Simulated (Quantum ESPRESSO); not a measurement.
## AlGaZnSiN4 (convergence and cost over cutoff and k mesh)

Computed values, not a measurement. The program is pw.x of Quantum ESPRESSO 7.5 (plane-wave density functional theory). The cell is made up: 8 atoms on a wurtzite lattice, with randomly drawn elements, strain and displacements, not relaxed. PseudoDojo standard norm-conserving files (v0.5 for PBE, v0.4.1 for LDA and PBEsol) set the functional; there is no spin polarisation, spin-orbit coupling or dispersion term, and the masses in the input are unused placeholders.

Input of the run in row 4:

```
&control calculation='scf', pseudo_dir='./dojo.nc.sr.pbe.v0_5.standard.upf', outdir='./o', disk_io='medium', tprnfor=.true., tstress=.true. /
&system ibrav=0, nat=8, ntyp=5, nbnd=36, ecutwfc=84.00895049, nosym=.true., tot_charge=0,
 occupations='smearing', smearing='fd', degauss=0.0018374661
/
&electrons conv_thr=7.350e-09, electron_maxstep=60, /
ATOMIC_SPECIES
Al 1.0 Al.upf
Ga 1.0 Ga.upf
N 1.0 N.upf
Si 1.0 Si.upf
Zn 1.0 Zn.upf
CELL_PARAMETERS angstrom
3.3109 0.0028 0.0016
0.0048 5.5911 0.0286
0.0027 0.0269 5.3041
ATOMIC_POSITIONS angstrom
Al 0.0528 0.0818 -0.1127
Ga 1.6381 2.7985 -0.0026
Zn 1.5496 0.863 2.759
Si 0.0219 3.7532 2.6496
N 0.0131 -0.0343 1.9815
N 1.6646 2.7965 2.0449
N 1.7187 0.916 4.5916
N -0.01 3.765 4.6526
K_POINTS automatic
5 4 4 1 1 1
```

The same cell was run at these settings. Meshes are shifted by half a step, and differences are from the last row, which is itself not exact.

```
cutoff (eV)     k mesh  k points solved  threshold (eV)  free energy less the last row's (eV)  pressure (GPa)  largest stress difference (GPa)  largest force difference (eV/Å)  iterations  wall time (s)  k-point pools              processor
        800  2 x 2 x 2                4           1e-04                                 1.734          -52.89                            40.25                            0.191           9             28              1  AMD EPYC, Zen 5 class
       1143  2 x 2 x 2                4           1e-07                                -0.663          -16.43                             4.30                            0.196          14             61              1  AMD EPYC, Zen 5 class
        580  5 x 4 x 4               40           1e-07                                55.832         -419.83                           404.81                            0.182          12            129              1  AMD EPYC, Zen 5 class
       1143  5 x 4 x 4               40           1e-07                                -0.004          -15.94                             0.05                            0.005          14            385              1  AMD EPYC, Zen 5 class
       1437  7 x 6 x 6              126           1e-07                                 0.000          -15.95                             0.00                            0.000          14           1130              1  AMD EPYC, Zen 5 class
```

Each pool is one process. Wall times include start-up and a band step at six k points, which weighs most on the coarsest meshes. The runs were on shared virtual cores whose load varied, so times are rough.